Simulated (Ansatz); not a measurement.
Hf2N:
```xyz
6
Lattice="5.2526 0.0000 0.0000 0.0000 5.2526 0.0000 0.0000 0.0000 3.1997" Properties=species:S:1:pos:R:3 pbc="T T T"
Hf     1.5516     1.5516     0.0000
Hf     3.7009     3.7009     0.0000
Hf     1.0747     4.1779     1.5999
Hf     4.1779     1.0747     1.5999
N      0.0000     0.0000     0.0000
N      2.6263     2.6263     1.5999
```

Relaxed with LDA. Special points in fractions of this cell's reciprocal vectors: Γ (0.000, 0.000, 0.000); X (0.000, 0.500, 0.000); M (0.500, 0.500, 0.000); Z (0.000, 0.000, 0.500); R (0.000, 0.500, 0.500); A (0.500, 0.500, 0.500).

Question: List the band energies nearest the Fermi level at these points for LDA in the plane-wave PAW code Ansatz.

Answer: In eV from the Fermi level; about four levels below and three above (degenerate sets whole), none deeper than 8.9 eV; points with the same levels are listed once.

| k | below | above |
|---|---|---|
| Γ | -4.57 -4.57 -3.49 -2.20 | 0.05 0.74 1.00 |
| X | -2.51 -2.51 -1.09 -1.09 | 1.52 1.52 1.87 1.87 |
| M | -1.78 -1.78 -1.43 -1.43 | 1.09 1.09 1.54 1.54 |
| Z | -1.28 -1.28 -1.28 -1.28 | 2.21 2.21 3.77 3.77 |
| R | -1.13 -1.13 -0.95 -0.95 | 1.81 1.81 3.93 3.93 |
| A | -0.95 -0.95 -0.46 -0.46 | 1.33 1.33 3.02 3.02 |

Space group P4_2/mnm (anti-rutile). The workflow started from a Materials Project entry (that database holds measured and hypothetical structures alike); the Crystallography Open Database copy checked does not list it. Whether it is the stable phase at ambient conditions was not checked. Symmetry was held in the LDA relaxation; of distortions, only those at the zone centre were tested. The run is not spin-polarised. Spin–orbit coupling is left out wherever it is not named.

Potentials: the later of the program's two PAW sets.
